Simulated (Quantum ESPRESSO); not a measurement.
Band energies of SiO2

```
SiO2
1.0
    0.00000     4.71626     7.36278
    2.35958     0.00000     7.36278
    2.35958     4.71626     0.00000
O Si
8 4
Cartesian
  1.76969   5.89532   5.52208
  2.94948   3.53719   5.52208
  1.76968   3.53719   9.20347
  2.94947   5.89532   9.20347
  2.35958   1.75973   7.36278
  2.35958   7.67278   7.36278
  1.17979   0.59840   3.68139
  1.17979   4.11786   3.68139
  3.53937   7.07438   8.29387
  3.53937   7.07438  13.79445
  2.35958   4.71625  10.11307
  2.35958   4.71626   4.61248
```

norm-conserving LDA (Quantum ESPRESSO, 84 Ry, without SOC); path ΓYTZΓXA1Y,TX1,XAZ,LΓ; energies in eV from the valence-band maximum.

```
k (1/Å)  point  band 28  band 29  band 30  band 31  band 32  band 33  band 34  band 35
-------  -----  -------  -------  -------  -------  -------  -------  -------  -------
0.00         Γ    -0.78    -0.65    -0.44    -0.04     0.00     5.58     8.09     8.13
0.67         Y    -1.38    -0.89    -0.89    -0.26    -0.26     7.73     7.73     9.30
1.09         T    -1.24    -0.91    -0.91    -0.12    -0.12     8.05     8.05     8.80
1.31              -1.15    -0.78    -0.78    -0.16    -0.16     7.53     7.53     9.15
1.76         Z    -0.80    -0.63    -0.63    -0.17    -0.17     6.71     6.71     8.57
1.97              -0.73    -0.63    -0.54    -0.09    -0.08     5.90     7.72     8.26
2.19         Γ    -0.78    -0.65    -0.44    -0.04     0.00     5.58     8.09     8.13
2.55              -0.83    -0.71    -0.42    -0.24    -0.18     6.40     8.53     8.77
3.09         X    -0.96    -0.94    -0.74    -0.40    -0.13     8.55     8.57     8.91
3.65              -0.85    -0.67    -0.58    -0.31    -0.28     8.20     8.46     8.82
3.83        A1    -0.91    -0.71    -0.71    -0.29    -0.29     8.48     8.48     9.08
4.21              -1.19    -0.82    -0.82    -0.26    -0.26     7.88     7.88     9.37
4.40         Y    -1.38    -0.89    -0.89    -0.26    -0.26     7.73     7.73     9.30
4.40         T    -1.24    -0.91    -0.91    -0.12    -0.12     8.05     8.05     8.80
4.61              -1.09    -1.01    -0.83    -0.22    -0.08     8.12     8.35     8.78
4.83        X1    -0.96    -0.94    -0.74    -0.40    -0.13     8.55     8.57     8.91
4.83         X    -0.96    -0.94    -0.74    -0.40    -0.13     8.55     8.57     8.91
5.05              -0.92    -0.76    -0.64    -0.46    -0.20     8.39     8.60     8.98
5.28         A    -0.91    -0.71    -0.71    -0.29    -0.29     8.48     8.48     9.08
5.58              -0.96    -0.49    -0.49    -0.35    -0.35     7.62     7.62     8.99
6.04         Z    -0.80    -0.63    -0.63    -0.17    -0.17     6.71     6.71     8.57
6.04         L    -0.95    -0.62    -0.58    -0.33    -0.26     7.99     8.55     8.77
6.30              -0.92    -0.73    -0.41    -0.29    -0.26     7.07     8.71     8.87
6.82         Γ    -0.78    -0.65    -0.44    -0.04     0.00     5.58     8.09     8.13
```

The LDA gap is direct, 5.58 eV at Γ.

Geometry of the Materials Project entry, not relaxed at this level.

This is not the ordinary phase of the substance; no match was found in the copy of COD used, and its stability was not checked.

Letters of k points follow the standard setting of the lattice, whose axes may be ordered differently from the printed cell.
